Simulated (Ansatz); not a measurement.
BeSe in space group P4_2/mnm (No. 136; Be on 4g, Se on 4f), the program Ansatz at the PBEsol level (PAW), all energies at zero smearing, with the estimated change up to a 700 eV cutoff added, with one set of potentials and settings (totals compare only within such a set). Cell of 8 atoms (4 Be, 4 Se): -22064.177 eV.

```json
[
 {"element": "Be", "reference phase": "P6_3/mmc, 2 atoms in the cell", "E (eV/atom)": "-90.3485"},
 {"element": "Se", "reference phase": "P3_121, 3 atoms in the cell", "E (eV/atom)": "-5424.2168"}
]
```

Formation energy per atom, worked out: (-22064.177 − 4×(-90.3485) − 4×(-5424.2168))/8 = -0.739 eV/atom (-71 kJ per mol of atoms), at 0 K, without zero-point energy or fitted corrections.

The start of the workflow was typed in or built on a structure type; neither database checked (COD, Materials Project) lists it. COD files the formula under space group No. 216. Its standing as an ambient phase is unchecked. The PBEsol relaxation kept the symmetry of its start; whether a distortion lowers the energy is not shown. The references are the lowest solids computed at this level, not always the standard phases.

Potentials: the earlier of the program's two PAW sets. The files were generated under PBE; for other functionals the program regenerates the frozen cores, and for LDA and PBEsol the local potential too.
